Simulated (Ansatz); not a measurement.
Deforming NbRu

```xyz
2
Lattice="3.1840 0.0000 0.0000 0.0000 3.1840 0.0000 0.0000 0.0000 3.1840" Properties=species:S:1:pos:R:3 pbc="T T T"
Nb    0.0000    0.0000    0.0000
Ru    1.5920    1.5920    1.5920
```

Atoms are numbered in the order listed.

The cell comes from COD entry 1523398, which wasn't checked; take it as a given geometry.

Spin polarisation is left out, and whether a magnetic state lies lower isn't shown here.

These are results of Ansatz 0.2.0, DFT, PBEsol, all-electron LAPW, scalar-relativistic, not measurements.

The runs use a Γ-centred 11×11×11 k mesh, Fermi–Dirac smearing of 0.03 eV, basis error target 0.25 meV/atom, no spin polarisation.

The unchanged cell is at -9.95 GPa.

In a metal, stresses and small energies carry noise from the k mesh.

x, y and z are the Cartesian axes of the cell as listed; fractional coordinates follow a strain, and an engineering shear is twice the off-diagonal strain component.

Q: One change gave: energy change under 1 meV/atom; stress change (xx, yy, zz, yz, xz, xy) 0.06, 0.06, 0.06, 0.67, 0.67, 0.67 GPa, compression positive. Which change was it?
A. equal xy, yz and zx engineering shear strains of +1 %
B. equal xy, yz and zx engineering shear strains of -2 %
C. equal xy, yz and zx engineering shear strains of -1 %
D. equal xy, yz and zx engineering shear strains of +2 %

A: C. For equal xy, yz and zx engineering shear strains of -2 %: energy change +4 meV/atom; stress change (xx, yy, zz, yz, xz, xy) 0.22, 0.22, 0.22, 1.34, 1.34, 1.34 GPa, compression positive. For equal xy, yz and zx engineering shear strains of +1 %: energy change under 1 meV/atom; stress change (xx, yy, zz, yz, xz, xy) 0.06, 0.06, 0.06, -0.61, -0.61, -0.61 GPa, compression positive. For equal xy, yz and zx engineering shear strains of +2 %: energy change +3 meV/atom; stress change (xx, yy, zz, yz, xz, xy) 0.20, 0.20, 0.20, -1.08, -1.08, -1.08 GPa, compression positive.
